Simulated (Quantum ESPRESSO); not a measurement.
Ag3ScW2Hf2, input and log of a self-consistent run

Simulated, not a measurement. The program is pw.x of Quantum ESPRESSO 7.5 (plane-wave density functional theory). The cell is made up: eight metal atoms on a face-centred cubic lattice, with elements, volume, strain and displacements drawn at random and not relaxed, so it may be unstable or far from any real phase. PseudoDojo standard norm-conserving files set the functional (PBE unless stated); there is no spin polarisation or spin-orbit coupling, the Fermi-Dirac width of 0.25 eV means electrons at about 2900 K, and the masses in the input are unused placeholders. Heavy elements are run without spin-orbit coupling, which real alloys of them have. A spin test at this wide smearing found no moment, but such smearing suppresses magnetism that the real alloy may have.

Input:

```
&control calculation='scf', pseudo_dir='./dojo.nc.sr.pbe.v0_5.standard.upf', outdir='./o', disk_io='minimal', tprnfor=.true., tstress=.true. /
&system ibrav=0, nat=8, ntyp=4, nbnd=74, ecutwfc=82.02448710, nosym=.true., tot_charge=0,
 occupations='smearing', smearing='fd', degauss=0.0183746611
/
&electrons conv_thr=1.470e-08, electron_maxstep=70, mixing_beta=0.5 /
ATOMIC_SPECIES
Ag 1.0 Ag.upf
Hf 1.0 Hf.upf
Sc 1.0 Sc.upf
W 1.0 W.upf
CELL_PARAMETERS angstrom
0.0209 2.1187 2.0875
-4.2162 2.1387 -2.1494
-4.0484 -6.332 6.1966
ATOMIC_POSITIONS angstrom
Ag -0.0782 -0.0804 0.0003
Sc -4.1882 -4.2524 3.9138
Ag -4.0989 -2.1852 1.9968
Ag -4.2238 0.0938 -0.195
W -2.0075 -2.0811 4.1786
Hf -2.127 -0.0525 2.197
Hf -2.0394 2.2064 -0.0087
W -6.1039 -2.0916 4.0305
K_POINTS automatic
8 5 3 1 1 1
```

The log is shortened where brackets say so; the opening notice, blank lines, dates and the lines on written files are dropped, and the path of the files is cut. It prints rydbergs, bohrs and kilobars, and counts compression as positive stress. Its total energy is the free energy E - TS of the whole cell.

```
     Program PWSCF v.7.5
     Parallel version (MPI & OpenMP), running on       4 processor cores
     Number of MPI processes:                 4
     Threads/MPI process:                     1
     [start-up lines left out]
     bravais-lattice index     =            0
     lattice parameter (alat)  =       5.6208  a.u.
     unit-cell volume          =     995.9612 (a.u.)^3
     number of atoms/cell      =            8
     number of atomic types    =            4
     number of electrons       =       120.00
     number of Kohn-Sham states=           74
     kinetic-energy cutoff     =      82.0245  Ry
     charge density cutoff     =     328.0979  Ry
     scf convergence threshold =      1.5E-08
     mixing beta               =       0.5000
     number of iterations used =            8  plain     mixing
     Exchange-correlation= PBE
                           (   1   4   3   4   0   0   0)
     [axes and pseudopotential details left out]
   Cartesian axes
     site n.     atom                  positions (alat units)
         1        Ag     tau(   1) = (  -0.0262911  -0.0270308   0.0001009  )
         2        Sc     tau(   2) = (  -1.4080881  -1.4296724   1.3158338  )
         3        Ag     tau(   3) = (  -1.3780651  -0.7346722   0.6713314  )
         4        Ag     tau(   4) = (  -1.4200569   0.0315359  -0.0655597  )
         5        W      tau(   5) = (  -0.6749288  -0.6996734   1.4048605  )
         6        Hf     tau(   6) = (  -0.7151051  -0.0176507   0.7386394  )
         7        Hf     tau(   7) = (  -0.6856537   0.7417997  -0.0029250  )
         8        W      tau(   8) = (  -2.0521534  -0.7032035   1.3550688  )
     number of k points=    60  Fermi-Dirac smearing, width (Ry)=  0.0184
                       cart. coord. in units 2pi/alat
        k(    1) = (  -0.0838406   0.0317497   0.0576687), wk =   0.0333333
        k(    2) = (   0.0373289   0.1493980  -0.0629512), wk =   0.0333333
     [further k points left out]
     Dense  grid:    99941 G-vectors     FFT dimensions: (  36,  60, 108)
     Estimated max dynamical RAM per process >     402.19 MB
     Estimated total dynamical RAM >       1.50 GB
     Initial potential from superposition of free atoms
     starting charge     119.9913, renormalised to     120.0000
     Starting wfcs are   80 randomized atomic wfcs
     total cpu time spent up to now is        5.4 secs
     per-process dynamical memory:   324.3 Mb
     Self-consistent Calculation
     iteration #  1     ecut=    82.02 Ry     beta= 0.50
     Davidson diagonalization with overlap
     ethr =  1.00E-02,  avg # of iterations =  2.5
     total cpu time spent up to now is       17.4 secs
     total energy              =   -1552.22802292 Ry
     estimated scf accuracy    <       5.56657183 Ry
     iteration #  2     ecut=    82.02 Ry     beta= 0.50
     Davidson diagonalization with overlap
     ethr =  4.64E-03,  avg # of iterations =  5.4
     total cpu time spent up to now is       32.6 secs
     total energy              =   -1550.01567910 Ry
     estimated scf accuracy    <     101.49086163 Ry
     iteration #  3     ecut=    82.02 Ry     beta= 0.50
     Davidson diagonalization with overlap
     ethr =  4.64E-03,  avg # of iterations =  5.9
     total cpu time spent up to now is       47.7 secs
     total energy              =   -1555.25278897 Ry
     estimated scf accuracy    <       5.83670261 Ry
     iteration #  4     ecut=    82.02 Ry     beta= 0.50
     Davidson diagonalization with overlap
     ethr =  4.64E-03,  avg # of iterations =  2.0
     total cpu time spent up to now is       58.0 secs
     total energy              =   -1555.69517002 Ry
     estimated scf accuracy    <       2.30419840 Ry
     iteration #  5     ecut=    82.02 Ry     beta= 0.50
     Davidson diagonalization with overlap
     ethr =  1.92E-03,  avg # of iterations =  2.4
     total cpu time spent up to now is       68.3 secs
     total energy              =   -1555.70846116 Ry
     estimated scf accuracy    <       0.73412613 Ry
     [iterations 6 to 14 left out]
     iteration # 15     ecut=    82.02 Ry     beta= 0.50
     Davidson diagonalization with overlap
     ethr =  9.75E-10,  avg # of iterations =  3.6
     total cpu time spent up to now is      189.9 secs
     total energy              =   -1555.75250857 Ry
     estimated scf accuracy    <       0.00000047 Ry
     iteration # 16     ecut=    82.02 Ry     beta= 0.50
     Davidson diagonalization with overlap
     ethr =  3.94E-10,  avg # of iterations =  2.2
     total cpu time spent up to now is      200.2 secs
     total energy              =   -1555.75250861 Ry
     estimated scf accuracy    <       0.00000015 Ry
     iteration # 17     ecut=    82.02 Ry     beta= 0.50
     Davidson diagonalization with overlap
     ethr =  1.28E-10,  avg # of iterations =  4.0
     total cpu time spent up to now is      212.0 secs
     total energy              =   -1555.75250862 Ry
     estimated scf accuracy    <       0.00000010 Ry
     iteration # 18     ecut=    82.02 Ry     beta= 0.50
     Davidson diagonalization with overlap
     ethr =  8.05E-11,  avg # of iterations =  2.0
     total cpu time spent up to now is      222.0 secs
     total energy              =   -1555.75250863 Ry
     estimated scf accuracy    <       0.00000005 Ry
     iteration # 19     ecut=    82.02 Ry     beta= 0.50
     Davidson diagonalization with overlap
     ethr =  4.29E-11,  avg # of iterations =  1.9
     total cpu time spent up to now is      232.1 secs
     End of self-consistent calculation
     [lines on levels left out]
!    total energy              =   -1555.75250862 Ry
     estimated scf accuracy    <       0.00000001 Ry
     smearing contrib. (-TS)   =      -0.11138019 Ry
     internal energy E=F+TS    =   -1555.64112844 Ry
     The total energy is F=E-TS. E is the sum of the following terms:
     one-electron contribution =    -561.72915914 Ry
     hartree contribution      =     337.58565342 Ry
     xc contribution           =    -278.34104138 Ry
     ewald contribution        =   -1053.15658134 Ry
     convergence has been achieved in  19 iterations
     Forces acting on atoms (cartesian axes, Ry/au):
     atom    1 type  1   force =     0.02023911    0.02660390   -0.01162172
     atom    2 type  3   force =     0.07623448    0.01585527    0.02920347
     atom    3 type  1   force =    -0.02633286    0.02226571    0.00348479
     atom    4 type  1   force =     0.01277659   -0.02135000    0.04218189
     atom    5 type  4   force =     0.02706802   -0.03819448    0.01382632
     atom    6 type  2   force =     0.00276358    0.00419055   -0.03439905
     atom    7 type  2   force =    -0.04906842   -0.02404378   -0.00990934
     atom    8 type  4   force =    -0.06368050    0.01467282   -0.03276635
     Total force =     0.154232     Total SCF correction =     0.000555
     Computing stress (Cartesian axis) and pressure
          total   stress  (Ry/bohr**3)                   (kbar)     P=       26.64
   0.00047724   0.00013865  -0.00021995           70.20       20.40      -32.36
   0.00013865   0.00000204   0.00002583           20.40        0.30        3.80
  -0.00021995   0.00002583   0.00006406          -32.36        3.80        9.42
     init_run     :      5.11s CPU      5.29s WALL (       1 calls)
     electrons    :    222.33s CPU    226.72s WALL (       1 calls)
     forces       :      2.22s CPU      2.23s WALL (       1 calls)
     stress       :      7.65s CPU      7.79s WALL (       1 calls)
     [timing details left out]
     PWSCF        :   3m57.46s CPU   4m 2.22s WALL
     JOB DONE.
```

In other units: free energy -21167.091 eV for the cell, pressure 2.66 GPa, largest force component 1.960 eV/Å in size. The run took 244 s of wall time with four MPI processes on a shared machine (AMD EPYC, Zen 5, virtual cores), so the time is rough. A rerun of this cell at a higher cutoff and on a denser mesh moved values by no more than 0.006 eV in energy, 0.09 GPa in stress and 0.005 eV/Å in force, and a second program with other atomic files agreed on that cell to 2 % rms in force and 0.5 GPa in pressure.